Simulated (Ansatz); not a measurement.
Ansatz input

```yaml
crystal:
  lattice:
    - [5.1600462596, 0.0, 0.0]
    - [-2.5800231298, 4.4687311455, 0.0]
    - [0.0, 0.0, 3.2171507014]
  atoms:
    - { symbol: Sc, position: [1.0, 1.0, 0.0] }
    - { symbol: Sc, position: [0.3333333333, 0.6666666667, 0.5] }
    - { symbol: Sc, position: [0.6666666667, 0.3333333333, 0.5] }
hamiltonian:
  xc: r2scan
  pseudopotentials:
    kind: paw
    azcp:
      Sc: "pseudopotentials/Sc.paw.azcp"
basis:
  ecutwfc: 500
  fft_grid_basis: typed
kpoints:
  mp_grid: { grid: [9, 9, 13], shift: [0, 0, 0] }
magnetization:
  spin_polarized: false
scf:
  occupations: { method: fermi_dirac, width: 0.1 }
```

and its output:

```
Engine: ansatz 0.2.0, x86_64-unknown-linux-gnu
Pseudopotentials: kind: paw
Pseudopotential: Sc, paw, valence charge 11, recommended cutoff 500 eV (meta_gga) 
Functional definition: r2SCAN
  parameter k0 = 0.174
  parameter k1 = 0.065
  parameter a1 = 4.9479
  exchange = r2scan_x(k0 = k0, k1 = k1, a1 = a1)
  correlation = r2scan_c
Crystal: 3 atoms, lattice volume = 74.184 Å³
Basis set: ecut = 500 eV, 1883 PW (Γ), exchange–correlation on 160×160×96 points (64 copies of the dense FFT grid, shifted against one another)
Bands: 21, of which v1, the nominal top of the filled ones, is band 17 counted from 1 (16 counted from 0)
Symmetry: 24 space group operations
Space group: P6/mmm (ITA 191), of the structure as read, at distance tolerance 4.2e-5 Å
k-points: 84 of 1053
Non-local potential: Sc, projectors of the file, l = 0: 3, l = 1: 2, l = 2: 3, l = 3: 1
PAW form: soft (Blöchl's): semilocal exchange-correlation on the pseudo side does not see the compensation charge
PAW frozen core: Sc, regenerated for the run's functional (the file was generated under x = pbe(κ = 0.804, μ = 0.2195149727645171), c = pbe(β = 0.06672455060314922))
PAW one-centre angular grid: Sc, 590 points (default); XC on 160 Gauss nodes
Initial density: superposition of atomic densities (neutral atoms: chi_scale 0, normalization atom), corrected by the library's trained network
Initial wavefunctions: pseudopotential atomic-orbital guess
Functional: x = r2scan, c = r2scan; τ floored in thin density (d = 2e-4 eV/Å³)
SCF iter   1: F=—  HF=-6421.626071 eV  |F-HF|=—  |Δ(HF+E_count)|=         —  Δρ=1.18e-2  dr2=1.14e-1  dr2_τ=8.68e-3  ethr=1.77e-3  ⟨swp⟩=3.9  Hψ=6582  notcnv=0
SCF iter   2: F=—  HF=-6421.676419 eV  |F-HF|=—  |Δ(HF+E_count)|=   5.03e-2  Δρ=5.29e-3  dr2=2.35e-2  dr2_τ=7.82e-4  ethr=3.45e-4  ⟨swp⟩=2.8  Hψ=4118  notcnv=0
SCF iter   3: F=—  HF=-6421.675464 eV  |F-HF|=—  |Δ(HF+E_count)|=   9.55e-4  Δρ=3.21e-3  dr2=1.91e-2  dr2_τ=5.70e-4  ethr=7.13e-5  ⟨swp⟩=2.0  Hψ=3305  notcnv=0
SCF iter   4: F=—  HF=-6421.675137 eV  |F-HF|=—  |Δ(HF+E_count)|=   3.27e-4  Δρ=2.87e-3  dr2=1.62e-2  dr2_τ=3.97e-4  ethr=5.78e-5  ⟨swp⟩=2.0  Hψ=2509  notcnv=0
SCF iter   5: F=—  HF=-6421.673458 eV  |F-HF|=—  |Δ(HF+E_count)|=   1.68e-3  Δρ=1.11e-3  dr2=2.21e-3  dr2_τ=8.28e-6  ethr=4.91e-5  ⟨swp⟩=1.8  Hψ=1963  notcnv=0
SCF iter   6: F=—  HF=-6421.673266 eV  |F-HF|=—  |Δ(HF+E_count)|=   1.93e-4  Δρ=2.31e-4  dr2=9.21e-5  dr2_τ=5.96e-7  ethr=6.68e-6  ⟨swp⟩=1.9  Hψ=2044  notcnv=0
SCF iter   7: F=—  HF=-6421.673261 eV  |F-HF|=—  |Δ(HF+E_count)|=   4.28e-6  Δρ=2.94e-5  dr2=1.20e-6  dr2_τ=2.33e-8  ethr=2.79e-7  ⟨swp⟩=2.0  Hψ=2125  notcnv=0
SCF iter   8: F=-6421.673261 eV  HF=-6421.673261 eV  |F-HF|=1.46e-9  |Δ(HF+E_count)|=   4.61e-8  Δρ=2.82e-6  dr2=5.93e-9  dr2_τ=3.62e-10  ethr=3.03e-10  ⟨swp⟩=1.0  Hψ=4308  notcnv=0
SCF 1 converged in 8 iterations: F = -6421.673261 eV  dr2 = 5.93e-9
SCF converged after 8 iterations
Free energy (F): -6421.673261 eV
Harris-Foulkes:  -6421.673261 eV  (|F-HF|=1.46e-9)
Internal energy: -6421.497129 eV  (E = F + TS)
E sigma→0 (E₀):  -6421.585195 eV
Entropy (-TS):   -0.176132 eV (-58.711 meV/atom)
Fermi energy:    9.209419 eV
--- Per-component energies (eV) ---
  E_band       = -542.356148
  E_kinetic    = 780.134731
  E_local      = -2529.719490  (includes V_loc(G=0)·N_el)
  E_nonlocal   = 245.825718
  E_hartree    = 860.569866
  E_xc         = -299.628196
  E_vxc        = -423.410482  (∫ρ·V_xc dr)
  E_paw        = -2891.911416  (= ΣΔE_a)
  E_vpaw       = -364.220052  (= ΣTr[D̂ρ^β])
  E_aug_tail   = 0.000015  (compensation charges beyond the density's cutoff)
  E_vtau       = 27.890110  (kinetic-family band-sum trace: ∫τ·v_τ [+ j·A + Jᵃ·Aᵃ] dr)
  E_ewald      = -2586.052880
  E_core_change = -0.715476  (= ΣΔE_core)
  E_smearing   = -0.176132  (= −TS)
  E_closure    = 0.000000  (closes the sum)
  Σ components = -6421.673261   (vs F -6421.673261, Δ=0.00e0)
```

Launched by

```sh
ansatz run input.yaml --threads 1 --pin off --max-ram 3584MiB --backend cpu --events-out ev --progress --plain --runs-dir out
```

On 1 thread of Intel(R) Xeon(R) Platinum 8259CL CPU @ 2.50GHz (Skylake/Cascade Lake) (shared host) this took about 19 s of wall time and 18 s of CPU time.
